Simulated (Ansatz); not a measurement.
# TaAs

```xyz
4
Lattice="-1.7218 1.7218 5.8679 1.7218 -1.7218 5.8679 1.7218 1.7218 -5.8679" Properties=species:S:1:pos:R:3 pbc="T T T"
Ta    1.7218    0.0000    2.9336
Ta    0.0000    0.0000    5.8676
As    0.0000    1.7218    3.9037
As    0.0000    0.0000    0.9698
```

Atom numbers follow the list: Ta1, Ta2, As3, As4.

The cell is the one relaxed in the Materials Project (mp-1936), not relaxed further here; entries there can be hypothetical.

No spin–orbit coupling, which matters for the heavy atoms here.

Methods: DFT, LDA, all-electron LAPW, scalar-relativistic (Ansatz 0.2.0); DFT, LDA, PAW with Ansatz's default frozen-core files, scalar-relativistic (Ansatz 0.2.0).

For LAPW: a Γ-centred 15×15×15 k mesh, Fermi–Dirac smearing of 0.08 eV, basis error target 1 meV/atom, no spin polarisation. PAW takes a cutoff of 420 eV at this cell (files made with PBE, cores remade for this functional). The Ansatz runs share mesh, smearing and spin set-up. Values come from LAPW unless marked.

```yaml
Pressure_at_this_cell: -7.51 GPa
Band_gap: none at this level of theory (metallic, semimetallic, or a small gap that the functional closes)
Stress_xx_yy_zz_compression_positive: -7.49, -7.49, -7.56 GPa
Largest_force: 0.0006 Ry/bohr on Ta1
Density_of_states_at_the_Fermi_level_0.2_eV_bin: 0.08 states/eV per cell
Löwdin_charges_with_0.23_e_of_the_cell_spilling_out_of_the_atomic_basis_so_their_sizes_and_signs_hang_on_that_basis: Ta1 0.24, As3 -0.12 e
Bader_charges_from_the_PAW_run: Ta1 +1.03, As3 -1.03 e
Volume_per_atom: 117.4 bohr³
```
